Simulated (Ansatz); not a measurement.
ZnO (wurtzite), relaxed with HSE06 (Ansatz, a quantum-chemistry and plane-wave program, plane waves, PAW): a = b = 3.250 Å, c = 5.222 Å, α = β = 90.00°, γ = 120.00°.

| Quantity | Value |
|---|---|
| gap (eV) | 2.50 |
| B₀ by P(V) fit (GPa) | 145 |

The same phase is relaxed and computed with LDA in the same code. What are the cell and these values now?

a = b = 3.1872 Å, c = 5.1532 Å, α = β = 90.00°, γ = 120.00°.

- gap (eV) = 0.79
- B₀ by P(V) fit (GPa) = 161

All cells were relaxed under the symmetry of their starts (and spin orders); stability against distortions was not tested throughout.

Potentials: the earlier of the program's two PAW sets.

Ansatz is a plane-wave DFT program.
